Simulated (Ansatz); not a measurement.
# Mg2CdSe3: rattling a relaxed structure

The cell was found from a structure generator's guess, not taken from experiment.

All numbers below come from DFT PBE, scalar-relativistic, plane waves, PAW in Ansatz. Settings: cutoff 420 eV, Γ-centred mesh 6×6×4 on the computed 6-atom cell, Gaussian smearing of 0.02 eV; no spin polarisation.

The cell below (6 atoms, space group P3m1 (No. 156)) is relaxed within its symmetry.

```xyz
6
Lattice="4.2910 0.0000 0.0000 -2.1455 3.7161 0.0000 0.0000 0.0000 10.4817" Properties=species:S:1:pos:R:3 pbc="T T T"
Mg    2.1455    1.2387    3.5135
Mg    0.0000    2.4774    6.9392
Cd    0.0000    0.0000    0.0237
Se    0.0000    0.0000    2.7005
Se    2.1455    1.2387    6.1132
Se    0.0000    2.4774    9.5345
```

For the test a repeat of it with 12 atoms (edges 4.29, 4.29, 20.96 Å) was strained at random (σ = 1.5 % a component), the atoms were moved at random (σ = 0.15 Å), and all was relaxed again on a coarse 6×6×1 mesh (in the run’s order of axes) with 0.10 eV smearing, with no symmetry imposed.

Task: Is the structure stable against such a distortion?

Result: It returns, within 1 meV/atom of the unmoved cell on that mesh and with the same symmetry when read at 0.1 Å (P1 at 0.01 Å, so small strains and shifts remain). So it is stable against the distortions that fit this cell and that this random move excites. Modes that don't fit the cell aren't tested.
